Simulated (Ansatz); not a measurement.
Cu8O:
```
Cu8O
1.0
    3.75895     0.00000     0.00000
    0.00000     3.75895     0.00000
    0.00000     0.00000     7.43490
Cu O
8 1
Direct
  0.00000   0.00000   0.73012
  0.50000   0.50000   0.71465
  0.00000   0.50000   0.00000
  0.50000   0.00000   0.00000
  0.00000   0.00000   0.26988
  0.50000   0.50000   0.28535
  0.00000   0.50000   0.50000
  0.50000   0.00000   0.50000
  0.50000   0.50000   0.00000
```

Relaxed with r²SCAN. Special points in fractions of this cell's reciprocal vectors: Γ (0.000, 0.000, 0.000); X (0.000, 0.500, 0.000); M (0.500, 0.500, 0.000); Z (0.000, 0.000, 0.500); R (0.000, 0.500, 0.500); A (0.500, 0.500, 0.500).

Problem. List the band energies nearest the Fermi level at these points for r²SCAN (plane waves, PAW; program Ansatz).

Solution. In eV from the Fermi level; about four levels below and three above (degenerate sets whole), none deeper than 8.9 eV; points with the same levels are listed once.

```json
[
 {"k": "Γ", "below": "-1.65 -1.64 -1.09 -0.93", "above": "2.03 2.03 2.87"},
 {"k": "X", "below": "-1.68 -1.64 -1.13 -0.65", "above": "0.48 1.54 1.72"},
 {"k": "M", "below": "-1.11 -1.11 -0.74 -0.53", "above": "0.45 0.45 3.02"},
 {"k": "Z", "below": "-1.73 -1.65 -1.64 -1.64", "above": "0.09 0.79 2.32 2.32"},
 {"k": "R", "below": "-1.78 -1.62 -1.38 -0.57", "above": "0.26 2.13 3.18"},
 {"k": "A", "below": "-0.78 -0.78 -0.66 -0.53", "above": "1.00 1.00 3.10"}
]
```

Space group P4/mmm. The start of the workflow was typed in or built on a structure type; neither database checked (COD, Materials Project) lists it. Whether it is the stable phase at ambient conditions was not checked. The r²SCAN relaxation kept the symmetry of its start; whether a distortion lowers the energy is not shown. The workflow began spin-polarised and lost its moments. No Hubbard U is applied. The compound may be a true metal, but semilocal functionals without U, or a wrong spin order, can also close a gap.

Potentials: the earlier of the program's two PAW sets. The files were generated under PBE; for other functionals the program regenerates the frozen cores, and for LDA and PBEsol the local potential too.
